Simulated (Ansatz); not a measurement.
ZnInGaO$_{4}$, first-principles data

ZnInGaO₄:
```cif
data_Ga3In3O12Zn3
_chemical_formula_sum 'In3 Ga3 Zn3 O12'
_space_group_name_H-M_alt 'R3m :H'
_space_group_IT_number 160
_space_group_name_Hall 'R 3 -2"'
_cell_length_a 3.31046
_cell_length_b 3.31046
_cell_length_c 25.76620
_cell_angle_alpha 90.000
_cell_angle_beta 90.000
_cell_angle_gamma 120.000
loop_
_atom_site_label
_atom_site_type_symbol
_atom_site_symmetry_multiplicity
_atom_site_Wyckoff_symbol
_atom_site_fract_x
_atom_site_fract_y
_atom_site_fract_z
_atom_site_occupancy
In1 In 3 a 0.00000 0.00000 0.00307 1
Ga1 Ga 3 a 0.00000 0.00000 0.78711 1
Zn1 Zn 3 a 0.00000 0.00000 0.21875 1
O1 O 3 a 0.00000 0.00000 0.86348 1
O2 O 3 a 0.00000 0.00000 0.12103 1
O3 O 3 a 0.00000 0.00000 0.71137 1
O4 O 3 a 0.00000 0.00000 0.29520 1
```
(The calculation used a cell of 7 atoms; values per cell refer to that cell.)

Space group R3m (No. 160); conventional cell a = b = 3.3105 Å, c = 25.7662 Å, α = β = 90.00°, γ = 120.00°.

Method: r²SCAN (plane waves, PAW; program Ansatz). Structure relaxed to zero pressure with the same functional. Other levels are named where they apply.

Cell and energy:

```yaml
volume_per_atom: 11.64 Å³
density: 6.39 g/cm³
Formation energy from the elements (no fitted shifts): -1.85 eV/atom
```

Electronic structure:

```yaml
band_gap: 1.77 eV (direct)
valence_band_maximum: at Γ
conduction_band_minimum: at Γ
electron_effective_mass: 0.22 mₑ (isotropic)
Electron effective mass with spin–orbit coupling: 0.22 mₑ (isotropic)
HSE06 gap on the r²SCAN cell: 3.01 eV
Gap with spin–orbit coupling: 1.74 eV
```

Mechanics:

```yaml
Bulk modulus (Birch–Murnaghan fit): 180 GPa
Pressure derivative B′: 4.5
```

Charges:

```yaml
bader_charges: In +1.96, Ga +1.98, Zn +1.31, O -1.34 to -1.30 e
```

The r²SCAN relaxation kept the symmetry of its start. The references are the lowest solids computed at this level, not always the standard phases (solids in place of the gases). Spin–orbit coupling is left out wherever it is not named.

Potentials: the later of the program's two PAW sets.
